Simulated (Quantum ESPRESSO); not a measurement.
pw.x input (Quantum ESPRESSO 7.5; PBEsol, PseudoDojo standard norm-conserving files, scalar-relativistic):

```
&CONTROL
  calculation = 'scf'
  pseudo_dir = './pseudo'
  outdir = './out'
  tprnfor = .true.
  tstress = .true.
/
&SYSTEM
  ibrav = 0
  nat = 2
  ntyp = 2
  ecutwfc = 78.0
  ecutrho = 312.0
  occupations = 'smearing'
  smearing = 'fd'
  degauss = 0.005
  nbnd = 20
/
&ELECTRONS
  conv_thr = 2e-10
/
ATOMIC_SPECIES
Sc 44.9559 Sc.upf
Hg 200.5920 Hg.upf
CELL_PARAMETERS angstrom
  3.505590000000   0.000000000000   0.000000000000
  0.000000000000   3.505590000000   0.000000000000
  0.000000000000   0.000000000000   3.505590000000
ATOMIC_POSITIONS crystal
Sc   0.500000000000   0.500000000000   0.500000000000
Hg   0.000000000000   0.000000000000   0.000000000000
K_POINTS automatic
12 12 12 0 0 0
```

End of the output:

```

[...]
     the Fermi energy is    14.0750 ev
!    total energy              =    -429.83763120 Ry
     estimated scf accuracy    <          1.2E-10 Ry
     smearing contrib. (-TS)   =      -0.00250787 Ry
     internal energy E=F+TS    =    -429.83512333 Ry
     The total energy is F=E-TS. E is the sum of the following terms:
     one-electron contribution =    -182.27847241 Ry
     hartree contribution      =      99.76198063 Ry
     xc contribution           =     -70.91214208 Ry
     ewald contribution        =    -276.40648947 Ry
     convergence has been achieved in   9 iterations
     Forces acting on atoms (cartesian axes, Ry/au):
     atom    1 type  1   force =     0.00000000    0.00000000    0.00000000
     atom    2 type  2   force =     0.00000000    0.00000000    0.00000000
     Total force =     0.000000     Total SCF correction =     0.000000
     Computing stress (Cartesian axis) and pressure
          total   stress  (Ry/bohr**3)                   (kbar)     P=      -27.50
  -0.00018693   0.00000000   0.00000000          -27.50        0.00        0.00
   0.00000000  -0.00018693   0.00000000            0.00      -27.50        0.00
   0.00000000   0.00000000  -0.00018693            0.00        0.00      -27.50
```

Spin-orbit coupling is not included.

Geometry of the Materials Project entry, not relaxed at this level.
